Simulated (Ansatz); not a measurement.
MoP (WC type, space group P-6m2)

```
CELL_PARAMETERS angstrom
      3.24080     0.00000     0.00000
     -1.62040     2.80662     0.00000
      0.00000     0.00000     3.19537
ATOMIC_POSITIONS crystal
  Mo 0.00000 0.00000 0.00000
  P  0.66667 0.33333 0.50000
```

The slice is a (-1 2 -1 0) plane (indices of the conventional cell) through the point (0.000, 0.000, 0.000) (fractional), spanned by u = [001] and v = [210] in vectors of this cell: u (3.20 Å) and v (5.61 Å, at 90° to u). It covers one period; positions are fractions (u, v).

Computed with PBE (plane waves to 420 eV, PAW, scalar-relativistic; Ansatz, a program for electronic structure). k mesh 16×16×15. Near the nuclei the fields are pseudised (PAW); where an atom keeps semicore shells as valence, they peak there. MoP is run without spin polarisation. MoP was relaxed with its symmetry unable to fall.

Three fields on this plane, each scaled to ten steps between its own extremes (0 low, 9 high; the total valence density on a logarithmic scale, the potential cut 8 eV below its top; x marks points blanked near nuclei; v = 0 in the bottom row):

Map A
```
|xxxxx12321xxxx|
|xxxx2123212xxx|
|xxxx1123211xxx|
|xx21122222112x|
|21111111111111|
|32221100011222|
|44321000001234|
|54321000001234|
|54321000001234|
|44432222222344|
|44455655565544|
|445789xxx98754|
|3468xxxxxxx864|
|2369xxxxxxx963|
|237xxxxxxxxx73|
|237xxxxxxxxx73|
|236xxxxxxxxx63|
|1259xxxxxxx952|
|1137xxxxxxx731|
|xx3479xxx9743x|
|xxxx3689863xxx|
|xxxx2246422xxx|
|xxxxx12421xxxx|
|xxxxx12321xxxx|
```

Map B
```
|xxxxx65556xxxx|
|xxxx9655569xxx|
|xxxx7554557xxx|
|xx86544444568x|
|66543333333456|
|44332211122334|
|33221100011223|
|32211000001122|
|33221100011223|
|33333222223333|
|44444555554444|
|455677xxx77655|
|5567xxxxxxx765|
|5568xxxxxxx865|
|457xxxxxxxxx75|
|457xxxxxxxxx75|
|457xxxxxxxxx75|
|5679xxxxxxx976|
|7778xxxxxxx877|
|xx9999xxx9999x|
|xxxx9877789xxx|
|xxxx9766679xxx|
|xxxxx75557xxxx|
|xxxxx75557xxxx|
```

Map C
```
|xxxxx04640xxxx|
|xxxx0156510xxx|
|xxxx0467640xxx|
|xx00367776300x|
|01356788876531|
|66788899988876|
|89999999999999|
|99999999999999|
|99999999999999|
|88888888888888|
|77777544457777|
|666530xxx03566|
|6653xxxxxxx356|
|6640xxxxxxx046|
|763xxxxxxxxx36|
|762xxxxxxxxx26|
|663xxxxxxxxx36|
|4430xxxxxxx034|
|0000xxxxxxx000|
|xx0000xxx0000x|
|xxxx0123210xxx|
|xxxx0045400xxx|
|xxxxx04640xxxx|
|xxxxx04540xxxx|
```

Q: Assign the maps to these fields: electron localisation function (ELF); valence electron density; electrostatic potential energy of an electron, from the cell's mean.

A: A is the electron localisation function (ELF); B is the valence electron density; C is the electrostatic potential energy of an electron, from the cell's mean.
